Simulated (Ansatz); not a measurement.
# Data sheet: Mg₂Sn (DFT)

Mg2Sn:
```xyz
6
Lattice="6.2970 0.0000 0.0000 0.0000 6.2970 0.0000 0.0000 0.0000 6.2970" Properties=species:S:1:pos:R:3 pbc="T T T"
Mg     4.7228     4.7228     4.7228
Mg     4.7228     1.5743     1.5743
Mg     1.5743     4.7228     1.5743
Mg     1.5743     1.5743     4.7228
Sn     0.0000     0.0000     0.0000
Sn     3.1485     3.1485     3.1485
```

Space group Pn-3m (No. 224); conventional cell a = 6.2970 Å, b = 6.2970 Å, c = 6.2970 Å, α = 90.00°, β = 90.00°, γ = 90.00°.

Method: PBE in the plane-wave PAW code Ansatz. The cell and atoms are relaxed at this level. Other levels are named where they apply.

### Cell and energy

* **Volume per atom**: 41.62 Å³
* **Density**: 2.23 g/cm³
* **Formation energy from the elements (no fitted shifts)**: 339 meV/atom

### Electronic structure

* **Band gap**: 0.20 eV (direct)
* **Valence-band maximum**: at Γ
* **Conduction-band minimum**: at Γ
* **Electron effective mass**: 0.026 mₑ (isotropic)
* **Hole effective mass, band 1 of 3 at the edge**: 1.1 along [100], 6.3 along [110], 2.4 along [111] (mₑ)
* **Hole effective mass, band 2 of 3 at the edge**: 1.1 along [100], 1.1 along [110], 2.4 along [111] (mₑ)
* **Hole effective mass, band 3 of 3 at the edge**: 0.026 along [100], 0.026 along [110], 0.026 along [111] (mₑ)

### Mechanics

* **Bulk modulus (Birch–Murnaghan fit)**: 18.9 GPa
* **Pressure derivative B′**: 4.2

The cell is a constructed one: a structure type filled with these elements; neither database checked (COD, Materials Project) lists it. COD files the formula under space group No. 225, 227. Whether it is the stable phase at ambient conditions was not checked. The PBE relaxation kept the symmetry of its start; whether a distortion lowers the energy is not shown. The references are the lowest solids computed at this level, not always the standard phases. Scalar-relativistic: spin–orbit coupling is off unless named, which matters more the heavier the elements.

Potentials: the later of the program's two PAW sets.
